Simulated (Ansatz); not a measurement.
Given:

SnO₂:
```
SnO2
1.0
   -3.20008     3.36484     3.36484
    3.20008    -3.36484     3.36484
    3.20008     3.36484    -3.36484
Sn O
4 8
Direct
  0.99996   0.24996   0.75000
  0.00004   0.75004   0.25000
  0.50000   0.50000   0.50000
  0.50000   0.00000   0.00000
  0.19410   0.19413   0.50003
  0.80590   0.80587   0.49997
  0.19410   0.69406   0.99997
  0.80590   0.30594   0.00003
  0.69414   0.75004   0.94410
  0.30586   0.24996   0.05590
  0.30594   0.75004   0.55590
  0.69406   0.24996   0.44410
```

This is the r²SCAN-relaxed structure.

Q: All from r²SCAN in the plane-wave PAW code Ansatz, unless another level is named. Predict the HSE06 gap on the r²SCAN cell.

A: 2.85 eV.

Q: Give the electron effective mass with spin–orbit coupling.

A: 0.19, 0.23, 0.23 mₑ (principal values).

Q: What about the gap with spin–orbit coupling?

A: 1.80 eV.

Q: What about the band gap?

A: 1.79 eV (direct).

Q: Predict the formation energy from the elements (no fitted shifts).

A: -1.84 eV/atom.

Space group P4_2/mnm (rutile). The cell was relaxed with r²SCAN under the symmetry of its start. The references are the lowest solids computed at this level, not always the standard phases (solids in place of the gases). Spin–orbit coupling is left out wherever it is not named.

Potentials: the earlier of the program's two PAW sets.
